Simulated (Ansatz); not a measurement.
Relax this structure to zero stress and force, keeping its symmetry:

```
CELL_PARAMETERS angstrom
3.06840 0.00000 0.00000
0.00000 3.06840 0.00000
0.00000 0.00000 3.06840
ATOMIC_POSITIONS crystal
Ta 0.00000 0.00000 0.00000
Co 0.50000 0.50000 0.50000
```

Method: DFT r2SCAN, scalar-relativistic, plane waves, PAW (Ansatz).

Settings: cutoff 500 eV, Γ-centred mesh 14×14×14 on the computed 2-atom cell, Gaussian smearing of 0.10 eV; collinear spin from starting moments 0.22 1.86 μB.

Q: What does it relax to?

A: The volume increases by 0.04 Å³/atom to 14.49 Å³/atom, and the energy changes by under 0.1 meV/atom. The cell ends with a moment of 1.86 μB (only this magnetic start was tried). Final structure:
```yaml
crystal:
  lattice:
    - [3.07131, 0.00000, 0.00000]
    - [0.00000, 3.07131, 0.00000]
    - [0.00000, 0.00000, 3.07131]
  atoms:
    - { symbol: Ta, position: [0.00000, 0.00000, 0.00000] }
    - { symbol: Co, position: [0.50000, 0.50000, 0.50000] }
```

Course of the relaxation (steps run on the plane waves of an earlier cell, and the basis is chosen afresh near the end, so energy and pressure can step there; trial steps that raised the energy were taken back; energies are free energies):

```csv
step,E − E_final (meV/atom),P (GPa),V (Å³/atom)
1,0.1,0.63,14.44
2,0.1,-0.52,14.52
3,0.0,0.00,14.49
4,0.0,0.00,14.49
```

The state reached may not be the lowest one. Spin-orbit coupling is left out, which matters for the bands of heavy elements.